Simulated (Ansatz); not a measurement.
Input and command of a plane-wave DFT calculation in Ansatz:

```yaml
crystal:
  lattice:
    - [3.2609705041, 0.0, 0.0]
    - [0.0, 3.2609705041, 0.0]
    - [0.0, 0.0, 4.2392616553]
  atoms:
    - { symbol: "Y", position: [0.5, 0.5, 0.5] }
    - { symbol: Au, position: [0.0, 0.0, 0.0] }
basis:
  ecutwfc: 420
kpoints:
  mp_grid: { grid: [16, 16, 16] }
hamiltonian:
  xc: pbesol
scf:
  occupations: { method: gaussian, width: 0.15 }
output:
  forces: true
  stress: true
  eigenvalues: true
```

```bash
ansatz run input.yaml --threads 1 --pin off --max-ram 2560MiB --backend cpu --events-out ev --progress --plain --runs-dir out
```

Processor: Arm Neoverse V1, 1 thread, on a host shared with other jobs.

**Question.** Estimate time, memory and problem size.

**Answer.** About 15 s on 1 thread of Arm Neoverse V1 (shared host), peak memory 0.53 GiB. It solves 19 bands at 405 k points (the mesh reduced by symmetry) with about 887 plane waves, in 6 SCF iterations.
